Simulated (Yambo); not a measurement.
GaP (zinc blende, space group F-43m, No. 216), G0W0@PBEsol in Yambo with this input:

```
rim_cut
gw0
dyson
el_el_corr
HF_and_locXC
ppa
em1d
RandQpts= 1000000
RandGvec= 1 Ry
EXXRLvcs= 80 Ry
VXCRLvcs= 320 Ry
Chimod= "HARTREE"
% BndsRnXp
 1 | 151 |
%
NGsBlkXp= 14 Ry
% LongDrXp
 1.0 | 1.0 | 1.0 |
%
PPAPntXp= 27.2114 eV
% GbndRnge
 1 | 151 |
%
GTermKind= "BG"
DysSolver= "n"
ExtendOut
```

On a 4×4×4 mesh, with wavefunctions cut at 80 Ry, the gap (Γ → X) is 2.265 eV and the valence edge shifts by -0.718 eV.

### Question
What happens with this change: 1 Ry block?

### Answer
The gap falls by 0.402 eV, to 1.863 eV; the shift of the valence edge becomes 0.110 eV. Neither run is shown to be the converged limit.

The standard potential for Ga keeps a d shell in the valence without the s and p states of that shell. In tests on such compounds this moved G0W0 gaps by up to about 0.9 eV, so absolute quasiparticle energies here are unreliable; differences between settings are what counts.

Spin-orbit coupling is not included.

Geometry relaxed with PBEsol; primitive cell a = b = c = 3.8466 Å, α = β = γ = 60.00°.

A shift is the quasiparticle energy of the state minus its PBEsol energy.
